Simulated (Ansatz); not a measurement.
Starting cell, ZnS (wurtzite):

```yaml
crystal:
  lattice:
    - [3.80610, 0.00000, 0.00000]
    - [-1.90305, 3.29618, 0.00000]
    - [0.00000, 0.00000, 6.24474]
  atoms:
    - { symbol: Zn, position: [0.66667, 0.33333, 0.99975] }
    - { symbol: Zn, position: [0.33333, 0.66667, 0.49975] }
    - { symbol: S, position: [0.66667, 0.33333, 0.62545] }
    - { symbol: S, position: [0.33333, 0.66667, 0.12545] }
```

Scan: atom 1 (Zn, nearest neighbour S at 2.333 Å; its periodic images, 3.8 Å or more away, move with it) is displaced along Cartesian z, direction (0.000, 0.000, 1.000) in Cartesian axes, by s. The other atoms stay.

Method: r2SCAN (plane waves to 500 eV, PAW, scalar-relativistic; Ansatz, an electronic-structure program). k mesh 8×8×5 (Γ-centred), Fermi-Dirac smearing 0.05 eV. The energy includes the smearing's −TS. Left out: 1 of 11 points, with atoms too close for the PAW data. ZnS was relaxed with its symmetry unable to fall. The zero of ΔE is the undisplaced structure.

Question: Predict the ΔE (meV/cell) at s (Å) = -0.560, -0.420, -0.280, -0.140, 0.140, 0.280, 0.420, 0.700.

Answer: 
| s (Å) | ΔE (meV/cell) |
|---|---|
| -0.560 | 2679 |
| -0.420 | 1209 |
| -0.280 | 438 |
| -0.140 | 91 |
| 0.140 | 64 |
| 0.280 | 214 |
| 0.420 | 398 |
| 0.700 | 722 |

(For displaced atoms, the force is minus the slope of the energy, and its curvature is a force constant, which sets phonon frequencies.)
